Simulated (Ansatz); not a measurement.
The relaxed structure here is a generated cell of SrTiO3: the first start was made by placing the elements on the sites of a structure type, and the end was not matched to a known phase here, so it may be hypothetical. Known forms of SrTiO3 include space group No. 221.

The end point of a relaxation of SrTiO₃. Space group R3c (No. 161). Computed with PBE (plane waves to 420 eV, PAW, scalar-relativistic; Ansatz, a first-principles code).

```cif
data_O6Sr2Ti2
_chemical_formula_sum 'Sr2 Ti2 O6'
_space_group_name_H-M_alt 'P 1'
_space_group_IT_number 1
_cell_length_a 5.58580
_cell_length_b 5.58580
_cell_length_c 5.58580
_cell_angle_alpha 59.914
_cell_angle_beta 59.914
_cell_angle_gamma 59.914
loop_
_space_group_symop_operation_xyz
  'x, y, z'
loop_
_atom_site_label
_atom_site_type_symbol
_atom_site_fract_x
_atom_site_fract_y
_atom_site_fract_z
_atom_site_occupancy
Sr1 Sr 0.25083 0.25083 0.25083 1
Sr2 Sr 0.75083 0.75083 0.75083 1
Ti1 Ti 0.00252 0.00252 0.00252 1
Ti2 Ti 0.50252 0.50252 0.50252 1
O1 O 0.71430 0.76725 0.24188 1
O2 O 0.24188 0.71430 0.76725 1
O3 O 0.76725 0.24188 0.71430 1
O4 O 0.26725 0.21430 0.74188 1
O5 O 0.74188 0.26725 0.21430 1
O6 O 0.21430 0.74188 0.26725 1
```

Q: What band gap does PBE give?

A: 2.35 eV, direct at Γ (no spin-orbit coupling).

No spin polarisation in the result.

The run could not lose the symmetry of its start: the end is stationary, and may be a saddle point rather than a minimum.

It was reached from a disturbed copy of a R-3c (No. 167) cell (AFLOW prototype ABC3_hR10_167_a_b_e (as in LiNbO3)), against which it lies -2 meV/atom.
